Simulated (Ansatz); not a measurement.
A distorted cell of KZnF₃ (cubic perovskite):

```
CELL_PARAMETERS angstrom
      4.05234     0.00000     0.00000
      0.00000     4.05234     0.00000
      0.00000     0.00000     4.05234
ATOMIC_POSITIONS crystal
  K  0.15006 0.15006 0.00000
  Zn 0.50000 0.50000 0.50000
  F  0.00000 0.50000 0.50000
  F  0.50000 0.00000 0.50000
  F  0.50000 0.50000 0.00000
```

Calculation: PBEsol (plane waves to 420 eV, PAW, scalar-relativistic; Ansatz, a quantum-chemistry and plane-wave program). k mesh 7×7×7 (Γ-centred), Fermi-Dirac smearing 0.05 eV. The energy includes the smearing's −TS. Compression counts positive. KZnF3 was relaxed with its symmetry unable to fall.

### Question
Predict the force on every atom, in eV/Å.

### Answer
```
atom      Fx      Fy     Fz
----  ------  ------  -----
K1    -3.728  -3.728  0.000
Zn2    0.756   0.756  0.000
F3     0.082   0.176  0.000
F4     0.176   0.082  0.000
F5     2.714   2.714  0.000
```

### Question
What is the stress tensor (GPa)?

### Answer
```
   11.3     11.0      0.0
   11.0     11.3      0.0
    0.0      0.0      7.4
```
The pressure, a third of the trace, is 10.0 GPa.

### Question
In it atom 1 sits (0.608, 0.608, 0.000) Å away from its relaxed site. What is its energy relative to the relaxed cell?

### Answer
1298 meV/cell.

(For displaced atoms, the force is minus the slope of the energy, and its curvature is a force constant, which sets phonon frequencies.)
